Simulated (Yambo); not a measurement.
CdZnS2 (space group P3m1, No. 156); a = b = 3.9357 Å, c = 6.5185 Å, α = β = 90.00°, γ = 120.00°. With the G0W0 scissor the direct gap on the mesh is 2.53 eV. Axes are Cartesian, with cell vectors (Å) (3.94, 0.00, 0.00), (-1.97, 3.41, 0.00), (0.00, 0.00, 6.52).

Question: Can the lowest exciton of this BSE run be trusted, and with what binding energy? (Yambo, PBEsol bands; 9×9×4 mesh, 6 valence and 4 conduction bands, static screening with 59 bands and a 4 Ry block, scissor 1.20 eV, Tamm-Dancoff.)

Answer: No. The lowest state covers only about 1 of the 324 k points, so the mesh doesn't resolve it: its energy and its distance from the direct gap are mesh artefacts. An extended exciton needs a far denser mesh. The scissor comes from a G0W0 run whose convergence isn't established. Spin-orbit splittings are left out.

Geometry relaxed with PBEsol.

The structure is a Materials Project entry; no match was found in the copy of COD used, and its stability was not checked.
